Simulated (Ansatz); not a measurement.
# What DFT gives for TiAu

```yaml
crystal:
  lattice:
    - [3.26258, 0.00000, 0.00000]
    - [0.00000, 3.26258, 0.00000]
    - [0.00000, 0.00000, 3.26258]
  atoms:
    - { symbol: Au, position: [0.00000, 0.00000, 0.00000] }
    - { symbol: Ti, position: [0.50000, 0.50000, 0.50000] }
```

The numbers come from plane-wave PAW DFT (Ansatz): HSE06, collinear spin, 420 eV, 6×6×6 Γ-centred k points, cold occupations (width 0.0475 eV). Nothing was relaxed.

Magnetic state (reached from a saved solution, and it need not be the lowest): Ti2 up.

Question: How large are the moments?

Answer: Ti2 +1.31 μB of spin moment in Bader basins; net size 1.66 μB a cell.

Question: Give the Bader charges.

Answer: Bader charges in e: Ti +1.38, Au -1.38. In the mean Ti gives up most and Au takes most.

Question: Is the cell too large or too small?

Answer: The pressure is 0.9 GPa (compression positive), so with the atoms held at these fractions the cell would first expand.

Question: Is there a gap?

Answer: It is a metal, with about 1.2 states/eV a cell as the mean within 0.25 eV of the Fermi level, mostly Ti d (68 %).

Question: Describe some of the short contacts.

Answer: Au–Ti at 2.83 Å: least valence density 0.22 e/Å³ and ELF 0.11 there. Au–Au at 3.26 Å: least valence density 0.20 e/Å³ and ELF 0.24 there. Ti–Ti at 3.26 Å: least valence density 0.15 e/Å³ and ELF 0.32 there. Both are smooth PAW fields, read partly inside the augmentation spheres.

Origin: a database entry at a rescaled volume. Caveats: the k mesh is coarse if the cell is a metal; the exchange threshold is loose for a stress; the SCF threshold is loose for a stress.
